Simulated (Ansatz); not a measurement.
# Mg (P6_3/mmc), elastic constants by finite strains: input and output

Method: LDA, all-electron LAPW in Ansatz 0.2.0, scalar-relativistic.

The cell comes from a PAW relaxation under the same functional.

Launched as:

```sh
ansatz run input.yaml --threads 1 --pin off --max-ram 2560MiB --backend cpu --events-out ev --progress --plain --runs-dir out
```

Input file:

```yaml
crystal:
  lattice:
    - [3.14004806226, 0.0, 0.0]
    - [-1.57002403113, 2.71936139102, 0.0]
    - [0.0, 0.0, 5.06709727757]
  atoms:
    - { symbol: Mg, position: [0.333333333333, 0.666666666667, 0.25] }
    - { symbol: Mg, position: [0.666666666667, 0.333333333333, 0.75] }
kpoints:
  mp_grid: { grid: [16, 16, 8] }
scf:
  occupations: { method: fermi_dirac, width: 0.1 }
hamiltonian:
  xc: lda
  pseudopotentials: { kind: all_electron, lapw: { basis_error: 0.0005 } }
elastic:
  mode: relaxed_ion
  stencil: two_point
  amplitude: 0.003
```

Output (shortened where marked):

```
Warning: RAYON_NUM_THREADS=1 ignored (pool sized by the plan → 1); use --threads N
LAPW: plane waves up to 6.026 Å⁻¹, error target 5.0e-4 eV per atom; small_component_spin mean_spin; Mg in spheres of 1.511 Å, 10 of its electrons in bands, Dirac shells [] (how accurate: ...
Engine: ansatz 0.2.0, aarch64-unknown-linux-gnu
Pseudopotentials: kind: all_electron
Pseudopotential: Mg, LAPW, valence charge 10, lapw/all_electron/scalar/gaussian/Mg, Koelling and Harmon's equation, gaussian nucleus
Functional definition: SPW92
  exchange = slater_x
  correlation = pw_c
Crystal: 2 atoms, lattice volume = 43.268 Å³
Basis set: ecut = 138.35510066365336 eV, 147 PW (Γ), exchange–correlation at level 2
Bands: 14, of which v1, the nominal top of the filled ones, is band 10 counted from 1 (9 counted from 0)
Symmetry: 24 space group operations
Space group: P63/mmc (ITA 194), of the structure as read, at distance tolerance 3.5e-5 Å
k-points: 150 of 2048
Non-local potential: Mg, projectors of the file, none
Initial density: superposition of atomic densities (chi_scale 0.1, normalization cell)
Initial wavefunctions: plane waves of lowest kinetic energy (no species holds an atomic orbital)
Functional: x = slater, c = lda
iter 1 solved again at ethr=1.32e-4 eV; its pass at ethr=1.00e-1 eV (dr2=2.63e-2 eV) is discarded
SCF iter   1: F=—  HF=-10858.516554 eV  |F-HF|=—  |Δ(HF+E_count)|=         —  Δρ=8.58e-3  dr2=2.64e-2  ethr=1.32e-4  ⟨swp⟩=3.1  Hψ=15849  notcnv=0
preconditioner: auto → none  [metal: Δε(μ)=0.018 eV  Ē_g=7.138 eV  σ=0.100 eV  W_gap=0.05  n_scr=8 (ndim 8)  ℏωp=11.3 eV  f_vac=0.000  D(μ)=0.89/eV (n_scr^D=2)  sad-step TF]
SCF iter   2: F=—  HF=-10858.499689 eV  |F-HF|=—  |Δ(HF+E_count)|=   1.69e-2  Δρ=5.56e-3  dr2=1.25e-2  ethr=1.32e-4  ⟨swp⟩=2.0  Hψ=5794  notcnv=0
iter 3 solved again at ethr=1.47e-6 eV; its pass at ethr=6.27e-5 eV (dr2=2.94e-4 eV) is discarded
[... 148 lines left out ...]
        0.000000       0.000000       0.001248
  P = ⅓ Tr σ = 0.0336 GPa (0.336 kbar)
--- Elastic constants: 3 strain directions × 2 members + reference (group order 24) ---
  dense FFT box of the reference and of every strained cell: 16×16×20
  strains applied: 11, 33, 23; error gains: componentwise 1.00 (the most a stress slope's error grows in a printed constant), spectral 1.41 (1 for all six strains in a standard setting)
  C = ∂σ_k/∂η_j (tension-positive GPa; Voigt order 11 22 33 23 13 12):
        60.475     34.165     24.992     -0.000      0.000      0.000
        34.165     60.475     24.992     -0.000      0.000      0.000
        24.937     24.937     68.086     -0.000      0.000      0.000
         0.000     -0.000      0.000     18.334     -0.000     -0.000
         0.000     -0.000      0.000     -0.000     18.334     -0.000
        -0.000      0.000     -0.000     -0.000      0.000     13.155
  reference stress σ⁰ (GPa):     -0.050     -0.050     -0.001     -0.000     -0.000      0.000
  no Pulay correction (none for the plane-wave cutoff is built on LAPW): the batch's stresses and constants are at fixed plane waves
  C* (energy form; C + prestress term) asymmetry max|C*_kj − C*_jk| = 6.553e-3 GPa — a small one proves nothing (zero by symmetry where the batch's group is 432, −43m or m−3m); a large one is finite-difference/SCF noise where ...
  moduli (Voigt/Reuss/Hill, GPa): K = 39.69/39.69/39.69   G = 16.96/16.29/16.63   E = 43.77   ν = 0.316
  mechanically stable: yes (min eigenvalue of sym C = 13.16 GPa)
  where every solve meets its electron count the energy-path curvature estimates C_jj along a normal strain and C_jj − ¼(σ⁰_aa + σ⁰_bb) along a shear (ab), closely only under elastic.basis: deformed
  strain η (Voigt 11):  stress-route row diagonal C_11 = 60.47 GPa, energy-path curvature d²(F+E_count)/dδ²/Ω₀ = 60.47 GPa
         δ    σ_11 (GPa)             F (eV)   n_scf  n_hpsi   n_pw
    -3.000e-3      -0.2332      -10858.4954696       2   46482    168   relax 3 steps, max|allowed force component| 3.99e-5 eV/Å
     3.000e-3       0.1297      -10858.4955513       2   46660    168   relax 2 steps, max|allowed force component| 2.77e-5 eV/Å
  strain η (Voigt 33):  stress-route row diagonal C_33 = 68.09 GPa, energy-path curvature d²(F+E_count)/dδ²/Ω₀ = 68.09 GPa
         δ    σ_33 (GPa)             F (eV)   n_scf  n_hpsi   n_pw
    -3.000e-3      -0.2116      -10858.4954985       6   56302    168   relax 0 steps, max|allowed force component| 4.34e-18 eV/Å
     3.000e-3       0.1969      -10858.4955038       6   56304    168   relax 0 steps, max|allowed force component| 7.81e-18 eV/Å
  strain η (Voigt 23):  stress-route row diagonal C_44 = 18.33 GPa, energy-path curvature d²(F+E_count)/dδ²/Ω₀ = 18.34 GPa
         δ    σ_23 (GPa)             F (eV)   n_scf  n_hpsi   n_pw
    -3.000e-3      -0.0550      -10858.4955616       2   65984    168   relax 1 steps, max|allowed force component| 4.67e-5 eV/Å
     3.000e-3       0.0550      -10858.4955616       2   66176    168   relax 1 steps, max|allowed force component| 4.67e-5 eV/Å
```

Self-consistency was reached.

Elastic constants:

Elastic constants of a crystal by Kohn-Sham DFT: slopes of the stress over finite engineering strains of the given cell, Voigt indices, Cartesian axes as in the input.

```json
{
 "Pressure at rest": "0.034 GPa",
 "Least elastic eigenvalue": "13.16 GPa",
 "Elastically stable": "yes"
}
```

```csv
index,elastic (GPa)
11,60.47
12,34.16
13,24.96
33,68.09
44,18.33
```

Elastic moduli:

Hill averages of a grain aggregate, Debye temperature from the mean sound speed over directions.

| Item | Value |
| --- | --- |
| Bulk modulus | 39.69 GPa |
| Shear modulus | 16.63 GPa |
| Young modulus | 43.77 GPa |
| Poisson ratio | 0.3162 |
| Bulk over shear modulus | 2.387 |
| Elastic anisotropy index | 0.2061 |
| Least young modulus | 39.13 GPa |
| Largest young modulus | 54.92 GPa |
| Longitudinal sound speed | 5758 m/s |
| Transverse sound speed | 2985 m/s |
| Elastic debye temperature | 355.8 K |
| Linear compressibility (x, y, z) | 8.297, 8.297, 8.603 1/TPa |

### Strained cells

Stress of each strained cell less that at rest, tension positive.

| strain component | strain | stress xx (GPa) | stress yy (GPa) | stress zz (GPa) | stress yz (GPa) | stress xz (GPa) | stress xy (GPa) | relaxation steps |
| --- | --- | --- | --- | --- | --- | --- | --- | --- |
| xx | -0.003 | -0.1834 | -0.1029 | -0.0759 | 0 | 0 | 0 | 3 |
| xx | 0.003 | 0.1795 | 0.1021 | 0.0737 | 0 | 0 | 0 | 2 |
| zz | -0.003 | -0.074 | -0.074 | -0.2104 | 0 | 0 | 0 | 0 |
| zz | 0.003 | 0.076 | 0.076 | 0.1981 | 0 | 0 | 0 | 0 |
| yz | -0.003 | -0.0004 | -0.0003 | -0.0004 | -0.055 | 0 | 0 | 1 |
| yz | 0.003 | -0.0004 | -0.0003 | -0.0004 | 0.055 | 0 | 0 | 1 |

Limits of these numbers: responses of metals move with mesh and smearing; elastic stability says nothing of phonons or of other phases.

It took 3.5 min on 1 thread of Arm Neoverse V1, with other jobs on the host, peak memory 0.64 GiB.
